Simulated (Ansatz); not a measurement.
**Eigenvalues along a path: Ag (bcc type)**

```
Ag
1.0
    -1.21725    1.21725    1.21725
     1.21725   -1.21725    1.21725
     1.21725    1.21725   -1.21725
Ag
1
Direct
  0.00000 0.00000 0.00000
```

The cell comes from a relaxation on PAW files under the same functional, begun from a prototype that needn't be the stable phase.

All numbers are PBEsol results (scalar-relativistic) from Ansatz 0.2.0, with a Γ-centred 18×18×18 k mesh, Fermi–Dirac smearing of 0.08 eV, no spin polarisation. Methods: LAPW: all electrons, basis error target 1 meV/atom.

This run: volume at 0.43 of the series' base cell.

The structure type is held throughout; the real material can change phase at far lower pressure.

Path points, in fractions of the reciprocal vectors: Γ (0.000, 0.000, 0.000), H (0.500, -0.500, 0.500), N (0.000, 0.000, 0.500), P (0.250, 0.250, 0.250). The distance column jumps between branches of the path. Levels in eV from the Fermi level; bands 14 to 21, counted from the lowest band of the run. The gap is zero, the pressure 951.1 GPa.

```
# k(1/Å) point b14 b15 b16 b17 b18 b19 b20 b21
0.000 Γ -17.88 -13.26 -13.26 -13.26 -8.35 -8.35 14.60 14.60
0.323 - -17.29 -13.25 -13.25 -13.01 -9.03 -8.10 15.15 15.51
0.645 - -15.81 -13.11 -13.11 -12.30 -10.75 -7.32 16.52 18.02
0.968 - -14.33 -12.92 -12.63 -12.63 -11.15 -5.82 18.23 18.72
1.290 - -15.07 -14.12 -11.62 -11.62 -9.67 -3.25 16.63 19.98
1.613 - -16.93 -15.44 -10.01 -10.01 -8.00 0.18 17.39 18.56
1.936 - -18.34 -17.37 -7.92 -7.92 -6.39 3.84 13.94 13.94
2.258 - -19.21 -18.93 -5.78 -5.78 -5.19 7.02 10.08 10.08
2.581 H -19.51 -19.51 -4.73 -4.73 -4.73 8.43 8.43 8.43
2.809 - -19.33 -19.25 -5.55 -5.30 -4.69 8.32 8.64 9.26
3.037 - -18.81 -18.48 -7.47 -6.74 -4.56 7.92 9.14 11.23
3.265 - -18.09 -17.23 -9.75 -8.45 -4.37 7.00 9.73 13.55
3.493 - -17.45 -15.56 -11.94 -9.78 -4.15 5.40 10.32 15.82
3.721 - -17.33 -13.82 -13.53 -10.13 -3.92 3.18 10.85 16.27
3.950 - -17.76 -15.24 -11.24 -9.50 -3.71 0.60 11.26 13.67
4.178 - -18.26 -16.13 -8.87 -8.59 -3.58 -1.99 11.30 11.93
4.406 N -18.47 -16.44 -8.18 -7.39 -3.56 -3.53 10.78 11.79
4.634 - -18.30 -16.34 -8.30 -7.47 -4.38 -4.08 11.14 12.54
4.862 - -17.83 -16.04 -8.65 -7.66 -6.36 -5.52 12.15 14.28
5.090 - -17.15 -15.59 -9.32 -8.50 -7.89 -7.36 13.56 16.21
5.318 - -16.46 -15.01 -11.22 -9.24 -9.19 -8.10 14.89 17.53
5.546 - -16.23 -14.39 -12.73 -10.90 -9.29 -8.24 15.49 17.52
5.775 - -16.84 -13.82 -13.21 -12.18 -9.01 -8.32 15.26 16.37
6.003 - -17.58 -13.41 -13.26 -12.98 -8.57 -8.35 14.80 15.06
6.231 Γ -17.88 -13.26 -13.26 -13.26 -8.35 -8.35 14.60 14.60
6.510 - -17.44 -13.42 -13.42 -12.76 -8.50 -8.50 14.88 15.32
6.790 - -16.37 -13.90 -13.90 -11.15 -8.70 -8.70 15.72 16.82
7.069 - -15.07 -14.59 -14.59 -8.65 -8.65 -8.35 17.13 17.40
7.348 - -15.20 -15.20 -13.80 -8.34 -8.34 -4.63 16.42 16.42
7.628 - -15.49 -15.49 -12.75 -7.93 -7.93 -0.50 14.86 14.86
7.907 - -15.34 -15.34 -12.28 -7.55 -7.55 3.53 13.31 13.31
8.187 - -14.82 -14.82 -12.75 -7.30 -7.30 7.11 11.84 11.84
8.466 P -14.07 -14.07 -14.07 -7.21 -7.21 10.41 10.41 10.41
8.745 - -15.57 -13.39 -13.39 -7.29 -7.29 9.20 9.20 10.30
9.025 - -16.52 -13.18 -13.18 -7.44 -7.44 8.65 8.65 10.16
9.304 - -16.40 -13.81 -13.81 -7.40 -7.40 8.94 8.94 10.17
9.583 - -15.19 -15.19 -15.04 -7.00 -7.00 9.65 9.65 10.28
9.863 - -16.80 -16.80 -12.55 -6.34 -6.34 9.96 9.96 10.32
10.142 - -18.23 -18.23 -9.33 -5.59 -5.59 9.49 9.49 9.99
10.422 - -19.18 -19.18 -6.20 -4.97 -4.97 8.76 8.76 9.09
10.701 H -19.51 -19.51 -4.73 -4.73 -4.73 8.43 8.43 8.43
12.936 P -14.07 -14.07 -14.07 -7.21 -7.21 10.41 10.41 10.41
13.097 - -14.77 -14.26 -13.22 -7.26 -7.22 8.92 9.98 11.63
13.259 - -15.32 -14.81 -12.22 -7.39 -7.24 7.26 9.83 12.43
13.420 - -15.74 -15.58 -11.08 -7.57 -7.27 5.50 10.00 12.69
13.581 - -16.44 -16.04 -9.80 -7.75 -7.30 3.69 10.39 12.44
13.743 - -17.25 -16.24 -8.39 -7.93 -7.34 1.86 10.87 11.91
13.904 - -17.90 -16.35 -8.06 -7.37 -6.87 0.03 11.34 11.34
14.065 - -18.32 -16.42 -8.15 -7.39 -5.24 -1.78 10.93 11.67
14.227 N -18.47 -16.44 -8.18 -7.39 -3.56 -3.53 10.78 11.79
```
